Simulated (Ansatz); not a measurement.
A trial cell of VPdC4N4, before relaxation:

```
V Pd C N
1.0
     5.90860    0.00000    0.00000
     0.00000    5.90860    0.00000
     0.00000    0.00000    5.90860
V Pd C N
1 1 4 4
Direct
  0.00000 0.00000 0.00000
  0.50000 0.50000 0.50000
  0.18732 0.18732 0.18732
  0.18732 0.81268 0.81268
  0.81268 0.18732 0.81268
  0.81268 0.81268 0.18732
  0.30164 0.30164 0.30164
  0.30164 0.69836 0.69836
  0.69836 0.30164 0.69836
  0.69836 0.69836 0.30164
```

Computed with DFT PBE, scalar-relativistic, plane waves, PAW in Ansatz 0.2.0. Cutoff 420 eV, Gaussian smearing, Γ-centred meshes. Cell and atoms relax first on a coarse mesh and then on a finer one. In between, the cell is made exact in the group found at 0.06 Å. In metals the finer mesh still leaves noise of several meV/atom or more. The steps can't lower the symmetry of their start. Collinear spin, starting moments V 2.0 μB.

A guess keeps its type if space group and coordination stay and the shape of the cell changes little (axis ratios within about 15 %, angles within 6°); the volume may change.

Question: Does it keep its structure type, or change into something else?

Answer: It keeps its type. The symmetry stays P-43m (No. 215). The volume per atom grows by 9.2 %, from 20.6 to 22.5 Å³. The shortest distance stays 1.17 Å (C–N). Counting neighbours within 15 % of an atom's shortest distance, the start has C 1, N 1, Pd 4, V 4 and the end C 1, N 1, Pd 4, V 4.

The zero of energy is the elements' standard structures at the same level (N₂ as a molecule); no fitted shifts are applied.

Question: At what energy does it end?

Answer: +0.61 eV/atom. A positive value: parting into the elements would lower its energy.

The last run used collinear spin, a 6×6×6 mesh for its 10-atom cell and Gaussian smearing of 0.10 eV. The reference form of C is held partly by dispersion forces, which this level lacks. The magnetic state reached may not be the lowest. Symmetry constrained the relaxation, so the result can be a saddle point.
